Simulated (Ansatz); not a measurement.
ReW:
```
CELL_PARAMETERS angstrom
      3.14695     0.00000     0.00000
      0.00000     3.14695     0.00000
      0.00000     0.00000     3.14695
ATOMIC_POSITIONS crystal
  W  0.00000 0.00000 0.00000
  Re 0.50000 0.50000 0.50000
```

Relaxed with PBE. Special points in fractions of this cell's reciprocal vectors: Γ (0.000, 0.000, 0.000); X (0.000, 0.500, 0.000); M (0.500, 0.500, 0.000); R (0.500, 0.500, 0.500).

### Question
List the band energies nearest the Fermi level at these points for PBE in the plane-wave PAW code Ansatz.

### Answer
In eV from the Fermi level; about four levels below and three above (degenerate sets whole), none deeper than 8.9 eV; points with the same levels are listed once.

```json
[
 {"k": "Γ", "below": "-6.48 -6.48 -2.12 -2.12 -2.12", "above": "1.34 1.34 4.16 4.16 4.16"},
 {"k": "X", "below": "-1.71 -1.71 -0.96 -0.96 -0.10", "above": "1.04 1.98 3.19"},
 {"k": "M", "below": "-6.95 -6.88 -4.34 -4.34", "above": "0.14 0.14 0.89"},
 {"k": "R", "below": "-3.83 -3.83 -3.83 -3.54 -3.54 -3.54", "above": "1.62 1.62 2.98 2.98"}
]
```

Space group Pm-3m (CsCl type). The cell is a constructed one: a structure type filled with these elements; neither database checked (COD, Materials Project) lists it. Its standing as an ambient phase is unchecked. The PBE relaxation kept the symmetry of its start; its stability against distortions is not shown here. No spin polarisation was allowed. Scalar-relativistic: spin–orbit coupling is off unless named, which matters more the heavier the elements.

Potentials: the earlier of the program's two PAW sets.
